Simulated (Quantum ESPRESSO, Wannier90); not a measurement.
**Ir (fcc (Cu type)): Wannier90 run**

```xyz
1
Lattice="0.0000 1.9270 1.9270 1.9270 0.0000 1.9270 1.9270 1.9270 0.0000" Properties=species:S:1:pos:R:3 pbc="T T T"
Ir     0.0000     0.0000     0.0000
```

Cell from Materials Project (mp-101), symmetrised, no further relaxation. This is the element's usual structure. Level: PBEsol, spinors with spin-orbit coupling; pw.x of Quantum ESPRESSO at 55 Ry with PseudoDojo potentials, 10×10×10 k-points, Wannier90. Density: 18×18×18 mesh, cold smearing 0.01 Ry.

The plane-wave run has 42 bands and 17 electrons a cell. On the energy scale of pw.x, whose zero is arbitrary, the Fermi level lies at 25.50 eV.

Isolated groups of bands, relative to the Fermi level (bands from 9 on overlap up to the last one computed):

```
bands  from (eV)  to (eV)  filling  weight on atomic waves
-----  ---------  -------  -------  ----------------------
1–2       -92.82   -92.74   filled              Ir 5s 98 %
3–4       -59.69   -59.45   filled             Ir 5p 100 %
5–8       -46.36   -45.64   filled              Ir 5p 99 %
```

Input w.win, without the blocks of cell, atoms and k-points (1000 lines):

```
num_bands = 34
num_wann = 18
exclude_bands = 1-8
spinors = true
num_iter = 800
conv_tol = 1.0e-6
conv_window = 4
dis_num_iter = 1000
dis_conv_tol = 1.0e-6
dis_froz_max = 44.37
write_hr = true
write_u_matrices = true
begin projections
f=-0.00594,0.00469,-0.01691: s;p;d
end projections
mp_grid = 10 10 10
```

wannier90.x stops with:
```
dis_windows: More states in the frozen window than target WFs
```
At some k-point more bands lie below dis_froz_max than there are Wannier functions, and every frozen state has to fit into the subspace. Mended as below, all else unchanged, the run goes through (Ω_I = 15.8 Å²) and follows the plane-wave bands to 2.3 meV rms (states up to 1.0 eV relative to the Fermi level).
```
dis_froz_max = 27.00
```
